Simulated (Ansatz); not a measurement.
## Na (omega (AlB2-type)): energy against volume

The calculation used Ansatz, DFT, BLYP, plane waves (420 eV) with PAW, scalar-relativistic. The PAW files were generated under PBE, with cores re-solved for the functional.

The cell is scaled uniformly from the relaxed one, with fractional coordinates and shape fixed. Energies are extrapolated to zero smearing, pressures are those at the given smearing. Magnetic state: spin not included.

A Birch-Murnaghan fit gives V₀ = 37.66 Å³/atom, B₀ = 6.9 GPa, B₀′ = 3.9.

Task: What are the energy above the minimum and the pressure at 36.209 Å³/atom?

Result: 1.3 meV/atom and 0.31 GPa as computed.

Task: What are the energy above the minimum and the pressure at 39.226 Å³/atom?

Result: 1.3 meV/atom and -0.25 GPa as computed.

Task: What are the energy above the minimum and the pressure at 40.735 Å³/atom?

Result: 4.8 meV/atom and -0.45 GPa as computed.
